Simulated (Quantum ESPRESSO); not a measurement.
Ga4Nb2AuIn, one composition in several site orders

A calculation, not a measurement. The program is pw.x of Quantum ESPRESSO 7.5 (plane-wave density functional theory). The cell is made up: eight metal atoms on a hexagonal close-packed lattice, with elements, volume, strain and displacements drawn at random and not relaxed, so it may be unstable or far from any real phase. PseudoDojo standard norm-conserving files set the functional (PBE unless stated); there is no spin polarisation or spin-orbit coupling, the Fermi-Dirac width of 0.25 eV means electrons at about 2900 K, and the masses in the input are unused placeholders. Heavy elements are run without spin-orbit coupling, which real alloys of them have. A spin test at this wide smearing found no moment, but such smearing suppresses magnetism that the real alloy may have.

The runs put one composition on the sites in different orders. Cell, positions, cutoff, mesh and smearing stay as in the input of run 1; sites are counted in its order. Stress in the tables is positive in tension.

Input of run 1:

```
&control calculation='scf', pseudo_dir='./dojo.nc.sr.pbe.v0_5.standard.upf', outdir='./o', disk_io='minimal', tprnfor=.true., tstress=.true. /
&system ibrav=0, nat=8, ntyp=4, nbnd=65, ecutwfc=82.02448710, nosym=.true., tot_charge=0,
 occupations='smearing', smearing='fd', degauss=0.0183746611
/
&electrons conv_thr=1.470e-08, electron_maxstep=70, mixing_beta=0.5 /
ATOMIC_SPECIES
Au 1.0 Au.upf
Ga 1.0 Ga.upf
In 1.0 In.upf
Nb 1.0 Nb.upf
CELL_PARAMETERS angstrom
0.0 0.0 -4.9802
0.0 5.1433 0.0
5.939 0.0 0.0
ATOMIC_POSITIONS angstrom
Ga -0.0453 -0.0569 0.0325
Nb 2.926 -0.0543 0.0662
Ga 1.4557 2.5409 0.0078
Nb 4.507 2.5773 0.0366
Au -0.0048 1.7628 -2.4743
In 3.0514 1.8225 -2.6175
Ga 1.3618 4.2244 -2.5291
Ga 4.4865 4.3225 -2.4267
K_POINTS automatic
5 5 4 1 1 1
```

| run | elements on sites 1 to 8 | free energy less that of run 1 (eV) | -TS (eV) | pressure (GPa) | stress xx (GPa) | stress yy (GPa) | stress zz (GPa) | stress yz (GPa) | stress xz (GPa) | stress xy (GPa) | iterations |
| --- | --- | --- | --- | --- | --- | --- | --- | --- | --- | --- | --- |
| 1 | Ga Nb Ga Nb Au In Ga Ga | 0.000 | -1.110 | -3.92 | 5.60 | 3.37 | 2.78 | -0.21 | 0.28 | -0.74 | 13 |
| 2 | Ga Ga Nb Nb Ga Ga In Au | -0.486 | -0.912 | -4.47 | 4.74 | 5.45 | 3.23 | 0.15 | 0.21 | 0.11 | 12 |
| 3 | Ga In Au Ga Ga Ga Nb Nb | -0.566 | -0.924 | -4.41 | 4.17 | 5.76 | 3.30 | -0.05 | 0.41 | -0.09 | 13 |
| 4 | Ga Ga Au Nb Ga Nb Ga In | 0.243 | -1.127 | -2.98 | 3.59 | 2.32 | 3.03 | 0.41 | -0.38 | 1.16 | 12 |
| 5 | Nb Ga Ga Nb Ga Au Ga In | -0.146 | -1.066 | -3.34 | 4.99 | 3.10 | 1.93 | 0.38 | 0.19 | -0.35 | 14 |
| 6 | Ga Ga Nb Ga Nb Au In Ga | 0.101 | -1.124 | -2.97 | 3.40 | 2.21 | 3.29 | 0.25 | -0.55 | 1.16 | 12 |

Forces Fx Fy Fz (eV/Å):

| site | run 1 | run 2 | run 3 | run 4 | run 5 | run 6 |
| --- | --- | --- | --- | --- | --- | --- |
| 1 | -0.08 0.39 -0.07 | -0.17 0.21 -0.16 | 0.00 -0.22 -0.07 | -0.01 0.31 -0.02 | 0.33 0.16 -0.05 | 0.33 0.62 -0.14 |
| 2 | 0.63 -0.52 -0.43 | 0.24 0.02 -0.32 | -0.01 0.03 -0.52 | 0.22 0.40 -0.10 | -0.06 0.31 -0.12 | -0.14 0.25 -0.20 |
| 3 | 0.16 0.04 -0.30 | 0.24 -0.29 -0.24 | -0.13 -0.15 -0.16 | 0.29 -0.13 -0.28 | 0.09 -0.01 -0.13 | -0.48 -0.56 -0.36 |
| 4 | -0.67 0.18 -0.61 | -0.21 -0.32 -0.29 | 0.15 0.35 -0.25 | -0.50 -0.50 -0.02 | 0.36 -0.43 -0.33 | 0.09 -0.20 -0.16 |
| 5 | 0.35 0.02 0.12 | -0.19 -0.07 0.02 | 0.06 -0.08 0.09 | 0.06 -0.17 0.06 | -0.09 -0.60 0.07 | -0.19 -0.66 0.07 |
| 6 | -0.22 -0.77 1.10 | 0.02 0.00 0.59 | -0.20 -0.03 0.44 | -0.21 -0.37 0.32 | -0.51 0.02 0.47 | -0.09 -0.27 0.37 |
| 7 | 0.20 0.66 0.18 | 0.61 0.27 0.41 | 0.11 0.43 0.59 | 0.91 0.23 0.10 | 0.29 0.45 0.18 | 0.61 0.66 0.38 |
| 8 | -0.38 -0.01 0.01 | -0.54 0.18 0.00 | 0.01 -0.33 -0.12 | -0.76 0.23 -0.05 | -0.42 0.11 -0.10 | -0.13 0.16 0.05 |

The sites are displaced and not relaxed, so the energy differences hold strain from misfit and are not ordering energies. A rerun of one cell of this series at a higher cutoff and on a denser mesh moved values by no more than 0.006 eV in energy, 0.14 GPa in stress and 0.018 eV/Å in force, and a second program with other atomic files agreed on that cell to 2 % rms in force and 0.5 GPa in pressure.